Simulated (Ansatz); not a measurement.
BeTe (zinc blende, space group No. 216) at seven volumes, PBEsol (plane waves, PAW; program Ansatz), scaled uniformly. One row is withheld.

```csv
V (Å³/atom),P (GPa)
20.028,6.86
20.688,4.22
21.348,1.95
22.008,0.00
22.669,-1.68
23.329,-3.13
23.989,?
```

### Question
Fit the shown pressures and predict the withheld one.

### Answer
Third-order Birch–Murnaghan: P = (3/2)B₀(x^(7/2) − x^(5/2))[1 + (3/4)(B′ − 4)(x − 1)] with x = (V₀/V)^(2/3). Least squares on the six rows gives V₀ = 22.008 Å³/atom, B₀ = 60.29 GPa, B′ = 3.98. At V = 23.989, x = 0.9442 and P = -4.38 GPa. The run itself gave -4.38 GPa.

Space group F-43m (zinc blende). The cell was relaxed with PBEsol under the symmetry of its start. Scalar-relativistic: spin–orbit coupling is off unless named, which matters more the heavier the elements.

Potentials: the earlier of the program's two PAW sets. The files were generated under PBE; for other functionals the program regenerates the frozen cores, and for LDA and PBEsol the local potential too.
